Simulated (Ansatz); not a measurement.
BaAu₂:
```cif
data_Au2Ba
_chemical_formula_sum 'Ba1 Au2'
_space_group_name_H-M_alt 'P 1'
_space_group_IT_number 1
_cell_length_a 4.84553
_cell_length_b 4.84553
_cell_length_c 4.18537
_cell_angle_alpha 90.000
_cell_angle_beta 90.000
_cell_angle_gamma 120.000
loop_
_space_group_symop_operation_xyz
  'x, y, z'
loop_
_atom_site_label
_atom_site_type_symbol
_atom_site_fract_x
_atom_site_fract_y
_atom_site_fract_z
_atom_site_occupancy
Ba1 Ba 0.00000 0.00000 0.00000 1
Au1 Au 0.66667 0.33333 0.50000 1
Au2 Au 0.33333 0.66667 0.50000 1
```

This is the r²SCAN-relaxed structure.

### Question
All from r²SCAN in the plane-wave PAW code Ansatz, unless another level is named. Estimate the formation energy from the elements (no fitted shifts).

### Answer
-0.82 eV/atom.

### Question
Predict the density of states at the Fermi level.

### Answer
0.27 states/eV per atom (mean over ±0.08 eV).

Space group P6/mmm. The workflow started from a Materials Project entry (that database holds measured and hypothetical structures alike); the Crystallography Open Database files this formula in space group No. 191, but the cells were not matched. Whether it is the stable phase at ambient conditions was not checked. Symmetry was held in the r²SCAN relaxation; its stability against distortions is not shown here. The references are the lowest solids computed at this level, not always the standard phases. Scalar-relativistic: spin–orbit coupling is off unless named, which matters more the heavier the elements.

Potentials: the later of the program's two PAW sets.
